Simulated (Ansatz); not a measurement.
Below is a relaxed structure of Mg5CdTe6. The cell was found from a structure generator's guess, not taken from experiment.

These are results of DFT PBE, scalar-relativistic, plane waves, PAW (Ansatz 0.2.0), not measurements. Cutoff 420 eV, Γ-centred mesh, Gaussian smearing, no spin polarisation.

```xyz
12
Lattice="4.6198 0.0000 0.0000 0.0000 4.6198 0.0000 0.0000 0.0000 19.5475" Properties=species:S:1:pos:R:3 pbc="T T T"
Mg    0.0000    0.0000   16.2519
Mg    2.3099    2.3099   13.0124
Mg    0.0000    0.0000    9.7737
Mg    2.3099    2.3099    6.5350
Mg    0.0000    0.0000    3.2955
Cd    2.3099    2.3099    0.0000
Te    2.3099    0.0000   11.3930
Te    0.0000    2.3099    8.1544
Te    2.3099    0.0000    4.9152
Te    0.0000    2.3099    1.6863
Te    2.3099    0.0000   17.8612
Te    0.0000    2.3099   14.6323
```

Energies over the elements count from the elements' standard structures at the same level, with no fitted energy shifts.

Question: What space group does it have?

Answer: P-4m2 (No. 115), with Mg and Cd ordered on zinc blende sites. Conventional cell: a = 4.620 Å, c = 19.547 Å. Mg on a site of symmetry 2mm has 4 Te at 2.82 Å; Mg on a second site of symmetry 2mm has 4 Te at 2.82 Å; Cd has 4 Te at 2.86 Å; Te on its first site is surrounded by 4 Mg at 2.82 Å; 3 more sites not described.

Question: How far does it lie from the elements in energy?

Answer: −0.811 eV/atom. Whether it is stable depends on the other phases of the system, which aren't compared here.

Question: Is it a metal?

Answer: No, the gap on the 6×6×2 mesh is 1.90 eV.

The last run used a 6×6×2 mesh (in the run's order of axes) for its 12-atom cell and Gaussian smearing of 0.02 eV. These runs have no spin–orbit coupling, which can matter for Te. Kohn–Sham gaps at this level usually fall short of measured ones. The missing spin–orbit coupling can work the other way here. The reference form of Te is held partly by dispersion forces, which this level lacks. Symmetry constrained the relaxation, so the result can be a saddle point.
